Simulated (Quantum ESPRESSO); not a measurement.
# Moving one atom in Ga2MgGeAs4

The results below are calculated, not measured. They come from pw.x of Quantum ESPRESSO 7.5, a plane-wave density functional program, with PseudoDojo standard norm-conserving files (v0.5 for PBE, v0.4.1 for LDA and PBEsol). The cells are made up: elements, strain and atom displacements were drawn at random, and nothing was relaxed. There is no spin polarisation, spin-orbit coupling or dispersion term.

The cell has 8 sites of a zincblende or diamond lattice. Sites 1 to 4 hold Ga Mg Ga Ge; sites 5 to 8 hold As As As As. Cell vectors in Å: (5.752, 0.006, 0.084); (0.006, 5.922, 0.003); (0.084, 0.003, 5.805). Settings: PBE, cutoff 1143 eV, 6 x 6 x 6 k mesh shifted by half a step, Fermi-Dirac smearing of 0.1 eV.

Each run shifts the Ga atom on site 3 along z and leaves all else fixed. Site 5 is one of its nearest neighbours. E is the free energy of the cell above the lowest run shown.

```
run  shift (Å)  Fz on site 3 (eV/Å)  Fz on site 5 (eV/Å)  P (GPa)  E (meV)
  1    -0.1136                0.229                0.127     0.47      3.5
  2    -0.0558               -0.107                0.181     0.46      0.0
  3    -0.0365               -0.218                0.197     0.47      3.1
  4     0.0255               -0.572                0.244     0.51     27.7
  6     0.0855               -0.906                0.280     0.60     72.0
  7     0.1440               -1.218                0.307     0.71    134.2
  5     0.0505                    ?                    ?        ?        ?
```

A rerun of one of these cells at 1437 eV and k mesh 8 x 8 x 8 moved values by no more than 0.005 eV in the cell's energy, 0.02 GPa in stress and 0.004 eV/Å in force.

## Worked fit

A parabola through the six runs shown gives Fz on site 3 = -0.428 - 5.66 u + 1.2 u² eV/Å, with u in Å and a scatter of 0.003 eV/Å. Minus the slope, 5.66 ± 0.05 eV/Å², is this atom's force constant along z at u = 0, with its periodic images moving too. The fitted force vanishes at u = -0.074 Å, where the energy should be lowest along this line. The error is the larger of the fit's own and the change that a cubic makes, rounded up.

## Withheld run

Question: what Fz on site 3 should run 5 give?

The fit gives -0.711 eV/Å. The calculation gave -0.713 eV/Å.

| run | shift (Å) | Fz on site 3 (eV/Å) | Fz on site 5 (eV/Å) | P (GPa) | E (meV) |
| --- | --- | --- | --- | --- | --- |
| 5 | 0.0505 | -0.713 | 0.260 | 0.54 | 43.7 |